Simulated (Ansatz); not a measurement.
Input and command of a plane-wave DFT calculation in Ansatz:

```yaml
crystal:
  lattice:
    - [4.1220340835, 0.0, 0.0]
    - [0.0, 4.1220340835, 0.0]
    - [0.0, 0.0, 4.1220340835]
  atoms:
    - { symbol: Sr, position: [0.0, 0.0, 0.0] }
    - { symbol: Mn, position: [0.0, 0.5, 0.5], spin: 4.0 }
    - { symbol: Mn, position: [0.5, 0.0, 0.5], spin: 4.0 }
    - { symbol: Mn, position: [0.5, 0.5, 0.0], spin: 4.0 }
basis:
  ecutwfc: 420
kpoints:
  mp_grid: { grid: [4, 4, 4] }
hamiltonian:
  xc: pbe
scf:
  occupations: { method: gaussian, width: 0.1 }
  lower_state_search: "off"
output:
  forces: true
  stress: true
  eigenvalues: true
  populations: true
magnetization:
  spin_polarized: true
```

```bash
ansatz run input.yaml --threads 1 --pin off --max-ram 2560MiB --backend cpu --events-out ev --progress --plain --runs-dir out
```

Processor: AMD EPYC 9B14 (Zen 4), 1 thread, on a host shared with other jobs.

Problem. How long does it run, and how much memory does it take?

Solution. About 3.1 s on 1 thread of AMD EPYC 9B14 (Zen 4) (shared host), peak memory 0.42 GiB. It solves 41 bands at 10 k points (the mesh reduced by the symmetry that the task leaves, which can be less than the crystal's) with about 1357 plane waves, in 10 SCF iterations.
